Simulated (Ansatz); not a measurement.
BaF2:
```
BaF2
1.0
    0.00000     3.12314     3.12314
    3.12314     0.00000     3.12314
    3.12314     3.12314     0.00000
Ba F
1 2
Direct
  0.00000   0.00000   0.00000
  0.25000   0.25000   0.25000
  0.75000   0.75000   0.75000
```

PBE (plane waves, PAW; program Ansatz) gives a gap of 6.73 eV without spin–orbit coupling, maximum on the K–Γ line, 39 % of the way from K, minimum at Γ.

Q: What happens when spin–orbit coupling is switched on?

A: The gap decreases by 0.01 eV, to 6.72 eV; maximum on the K–Γ line, 39 % of the way from K, minimum at Γ.

Q: Give the electron effective mass with spin–orbit coupling.

A: 0.49 mₑ (isotropic).

Q: Give the hole effective mass with spin–orbit coupling.

A: 2.7, 5.2, 7.3 mₑ (principal values).

Space group Fm-3m (fluorite). Symmetry was held in the PBE relaxation.

Potentials: the later of the program's two PAW sets.
